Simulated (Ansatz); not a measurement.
Consider the following.

CoMo:
```cif
data_Co4Mo4
_chemical_formula_sum 'Co4 Mo4'
_space_group_name_H-M_alt 'Fm-3m'
_space_group_IT_number 225
_space_group_name_Hall '-F 4 2 3'
_cell_length_a 4.85820
_cell_length_b 4.85820
_cell_length_c 4.85820
_cell_angle_alpha 90.000
_cell_angle_beta 90.000
_cell_angle_gamma 90.000
loop_
_atom_site_label
_atom_site_type_symbol
_atom_site_symmetry_multiplicity
_atom_site_Wyckoff_symbol
_atom_site_fract_x
_atom_site_fract_y
_atom_site_fract_z
_atom_site_occupancy
Co1 Co 4 a 0.00000 0.00000 0.00000 1
Mo1 Mo 4 b 0.50000 0.50000 0.50000 1
```
(The calculation used a cell of 2 atoms; values per cell refer to that cell.)

This is the PBE-relaxed structure.

Q: All from PBE (plane waves, PAW; program Ansatz), unless another level is named. Give the density of states at the Fermi level.

A: 1.8 states/eV per atom (mean over ±0.08 eV).

Q: Predict the formation energy from the elements (no fitted shifts).

A: 0.78 eV/atom.

Q: What about the gap with spin–orbit coupling?

A: none (metallic).

The start of the workflow was typed in or built on a structure type; neither database checked (COD, Materials Project) lists it. Whether it is the stable phase at ambient conditions was not checked. The cell was relaxed with PBE under the symmetry of its start; whether a distortion lowers the energy is not shown. The workflow began spin-polarised and lost its moments. Its formation energy is positive at this level, so the cell may be metastable or incomplete. The references are the lowest solids computed at this level, not always the standard phases. Scalar-relativistic: spin–orbit coupling is off unless named, which matters more the heavier the elements.

Potentials: the earlier of the program's two PAW sets.
